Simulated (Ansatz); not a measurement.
Property card for SiO2

SiO2:
```
SiO2
1.0
   -4.46933     4.46933     2.61576
    4.46933    -4.46933     2.61576
    4.46933     4.46933    -2.61576
Si O
4 8
Direct
  0.17696   0.17696   0.35393
  0.82304   0.82304   0.64607
  0.17696   0.82304   0.00000
  0.82304   0.17696   0.00000
  0.50000   0.50000   0.50000
  0.50000   0.00000   0.00000
  0.00000   0.00000   0.50000
  0.00000   0.50000   0.00000
  0.00000   0.20884   0.20884
  0.00000   0.79116   0.79116
  0.20884   0.00000   0.20884
  0.79116   0.00000   0.79116
```

Space group I4/mmm (No. 139); conventional cell a = 8.939 Å, b = 8.939 Å, c = 5.232 Å, α = 90.00°, β = 90.00°, γ = 90.00°.

Method: r²SCAN (plane waves, PAW; program Ansatz). Structure relaxed to zero pressure with the same functional. Other levels are named where they apply.

### Cell and energy

- Volume per atom = 17.42 Å³
- Density = 1.91 g/cm³
- Formation energy from the elements (no fitted shifts) = -2972 meV/atom

### Electronic structure

* **Band gap**: 6.08 eV (smallest direct gap 6.08 eV)
* **Valence-band maximum**: at M
* **Conduction-band minimum**: at Γ
* **Electron effective mass**: 0.61 mₑ (isotropic)
* **HSE06 gap on the r²SCAN cell**: 7.14 eV

### Mechanics

- Bulk modulus (Birch–Murnaghan fit): 137 GPa
- Pressure derivative B′: 2.9
- Elastic constants (relaxed ions, GPa): C11 = 134, C12 = 148, C13 = 113, C33 = 248, C44 = 50.7, C66 = 39.8
- Mechanical stability: unstable (C has a negative eigenvalue)

### Dielectric response

- Electronic dielectric constant ε∞ (DFPT): 1.97 (xx = yy), 1.97 (zz)
- Born charges (a third of the trace): Si +3.42, O -1.73 to -1.69 e

### Phonons

* **Highest zone-centre frequency (without LO–TO term)**: 1247 cm⁻¹
* **Zone-centre stability**: unstable, softest mode 85i cm⁻¹
* **Dynamical stability on the path**: unstable, down to 85i cm⁻¹

### Charges

* **Bader charges**: Si +3.38, O -1.69 e

The first step of the workflow began from a Materials Project structure, measured or hypothetical; the Crystallography Open Database copy checked does not list it. It is not the phase usual at ambient conditions (space group No. 92, 152, 154). Symmetry was held in the r²SCAN relaxation. The references are the lowest solids computed at this level, not always the standard phases (solids in place of the gases).

Potentials: the later of the program's two PAW sets.
